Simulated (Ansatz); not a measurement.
## NaI: from a starting cell to a relaxed one

The start is a relaxed NaI cell with every coordinate shifted by Gaussian noise of σ = 0.45 Å. A full variable-cell relaxation at zero pressure is run with PBEsol (plane waves to 420 eV, PAW, scalar-relativistic; Ansatz, a first-principles code). The first steps use a coarse 6×6×6 k-mesh.

The start:
```
CELL_PARAMETERS angstrom
      0.00000     3.20132     3.20132
      3.20132     0.00000     3.20132
      3.20132     3.20132     0.00000
ATOMIC_POSITIONS crystal
  I  0.05698 0.00198 0.06028
  Na 0.59896 0.36993 0.44486
```

Task: Does it find its way back to the structure it was made from?

Result: It returns to the parent structure, Fm-3m (No. 225).

The end point of the relaxation:

Space group Fm-3m (No. 225); a = b = c = 6.404 Å, α = β = γ = 90.00°

```
atom  site  symmetry       x       y       z
----  ----  --------  ------  ------  ------
I       4a      m-3m  0.0000  0.0000  0.0000
Na      4b      m-3m  0.5000  0.5000  0.5000
```
(The calculation used a cell of 2 atoms; values per cell refer to that cell.)

Final values are on a 9×9×9 k-mesh of the relaxed cell. No spin polarisation in the result.
